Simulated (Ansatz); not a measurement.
# V₂O₅: computed property card

V₂O₅:
```
V2O5
1.0
   10.00234     0.00000     0.00000
    0.00000     3.55363     0.00000
    0.00000     0.00000    10.25772
V O
8 20
Cartesian
  1.25243   2.66522   0.11064
  8.74991   0.88841  10.14709
  3.74874   0.88841   5.23950
  6.25359   2.66522   5.01822
  0.72076   0.88841   6.16040
  9.28157   2.66522   4.09733
  4.28040   2.66522   1.03154
  5.72193   0.88841   9.22619
  9.98960   2.66522   2.68809
  0.01274   0.88841   7.56963
  5.01391   0.88841   7.81695
  4.98843   2.66522   2.44077
  0.63677   2.66522   5.55117
  9.36557   0.88841   4.70655
  4.36440   0.88841   0.42231
  5.63794   2.66522   9.83541
  0.71089   0.88841   0.33776
  9.29144   2.66522   9.91996
  4.29028   2.66522   5.46662
  5.71206   0.88841   4.79110
  2.06409   2.66522   9.02150
  7.93825   0.88841   1.23622
  2.93708   0.88841   3.89264
  7.06526   2.66522   6.36508
  2.46204   0.88841   6.47897
  7.54030   2.66522   3.77875
  2.53913   2.66522   1.35011
  7.46321   0.88841   8.90761
```

Space group Pnma (No. 62); conventional cell a = 10.0023 Å, b = 3.5536 Å, c = 10.2577 Å, α = β = γ = 90.00°.

Method: PBEsol in the plane-wave PAW code Ansatz. Geometry: relaxed at this level of theory. Other levels are named where they apply.

**Cell and energy**

| Property | Result |
|---|---|
| Volume per atom | 13.02 Å³ |
| Density | 3.31 g/cm³ |
| Formation energy from the elements (no fitted shifts) | -2.26 eV/atom |

**Electronic structure**

| Property | Value |
|---|---|
| Band gap | 2.04 eV (indirect) |
| Valence-band maximum | off the standard path, at k = (0.000, 0.302, 0.260) in fractions of the reciprocal vectors |
| Conduction-band minimum | at Γ |
| Smallest direct gap on the standard path | 2.16 eV |
| Electron effective mass | 1.5, 2.7, 28 mₑ (principal values) |

**Mechanics**

| Property | Result |
|---|---|
| Elastic constants (relaxed ions, GPa) | C11 = 68.6, C22 = 183, C33 = 17.6, C12 = 35.1, C13 = 0.5, C23 = 4.9, C44 = 18.0, C55 = 17.4, C66 = 34.5 |
| Mechanical stability | stable (all eigenvalues of C positive) |
| Hill bulk and shear moduli | 26.5 and 24.5 GPa |
| Young's modulus | 56.2 GPa |
| Poisson's ratio | 0.15 |
| Debye temperature from the elastic constants | 378 K |

**Phonons**

| Property | Result |
|---|---|
| Highest zone-centre frequency (without LO–TO term) | 1084 cm^-1 |
| Zone-centre stability | no imaginary mode at Γ |

The first step of the workflow began from a Materials Project structure, measured or hypothetical; the Crystallography Open Database copy checked does not list it. COD files the formula under space group No. 31, 59. Its standing as an ambient phase is unchecked. The PBEsol relaxation kept the symmetry of its start. No spin polarisation was allowed. No Hubbard U is applied. The references are the lowest solids computed at this level, not always the standard phases (solids in place of the gases).

Potentials: the later of the program's two PAW sets.
